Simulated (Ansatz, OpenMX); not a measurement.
# Hf2Pd2Se2Br2O3: band gap by level of theory

```
Hf Pd Se Br O
1.0
     5.76069    0.00496   -0.00286
    -0.52750    5.84664    0.03413
    -1.48435   -0.92642    6.64586
Hf Pd Se Br O
2 2 2 2 3
Direct
  0.74540 0.39602 0.34989
  0.28763 0.45322 0.59401
  0.90854 0.13294 0.84849
  0.25249 0.90323 0.35874
  0.63469 0.40355 0.93716
  0.62597 0.78174 0.53023
  0.85273 0.99089 0.15355
  0.22526 0.82084 0.86223
  0.96040 0.28925 0.59026
  0.43233 0.24524 0.40864
  0.07457 0.58308 0.36682
```

The cell comes from a database or a generator and needn't be the stable form of this composition.

```csv
rung,level,program and potentials,cutoff (eV),k mesh,smearing,task,core time,chip,band gap (eV),notes
GGA,revPBE,"Ansatz, Ansatz PAW",420,5 × 5 × 4,fermi-dirac 0.05,band structure,4.3 min,AMD EPYC 7R43 Zen 3,0.23,"potentials made for PBE, which Ansatz adapts in part; 13.82 valence electrons an atom on average; from the band path"
hybrid,HSE06,"Ansatz, Ansatz PAW",420,2 × 2 × 2,fermi-dirac 0.05,single point,5 min,AMD EPYC 7B13 Zen 3,1.26,"coarse mesh; potentials made for PBE, which Ansatz adapts in part; 13.82 valence electrons an atom on average"
GGA,PBE,"Ansatz, all-electron LAPW, scalar-relativistic",-,2 × 2 × 2,fermi-dirac 0.05,single point,5.1 min,AMD EPYC 7R43 Zen 3,0.23,coarse mesh
hybrid,HSE03,"Ansatz, Ansatz PAW",420,2 × 2 × 2,fermi-dirac 0.05,single point,5.3 min,Arm Neoverse V2,1.06,"coarse mesh; potentials made for PBE, which Ansatz adapts in part; 13.82 valence electrons an atom on average"
GGA,PBEsol,"Ansatz, Ansatz PAW",420,5 × 5 × 4,fermi-dirac 0.05,band structure,6.5 min,Intel Xeon Skylake/Cascade Lake,0.18,"potentials made for PBE, which Ansatz adapts in part; 13.82 valence electrons an atom on average"
GGA,PBE,"OpenMX, OpenMX 2013 PBE set, Hf7.0-s3p2d2, Pd7.0-s3p2d1, Se7.0-s3p2d1, Br7.0-s3p2d1, O6.0-s2p2, grid cutoff 400 Ry",-,5 × 5 × 5,fermi-dirac 0.05,band structure,6.8 min,AMD EPYC 7R43 Zen 3,0.12,atomic basis; 9.09 valence electrons an atom on average
meta-GGA,r2SCAN,"Ansatz, Ansatz PAW",500,5 × 5 × 4,fermi-dirac 0.05,band structure,6.8 min,AMD EPYC 7R43 Zen 3,0.38,"potentials made for PBE, which Ansatz adapts in part; 13.82 valence electrons an atom on average; from the band path"
```

Times are single runs on shared hosts and different chips, so they are rough; meshes, cutoffs and the tasks' sizes weigh on the time. All rows: no spin polarisation. Gaps are the least found on the k mesh or the band path, and a mesh can miss the band edges. Smearing widths are in eV. Meshes differ between rows, which moves values too. All levels ran on this one cell, unrelaxed unless noted. Meshes are those of the run's cell of 11 atoms unless a note names another. Runs on faulty files, with rough fits or with known faults for this quantity aren't shown. No row holds spin-orbit coupling.

By rung: GGA 0.18 to 0.23; meta-GGA 0.38; GGA on coarse meshes 0.23; GGA in atomic bases 0.12; hybrid on coarse meshes 1.06 to 1.26 (eV).
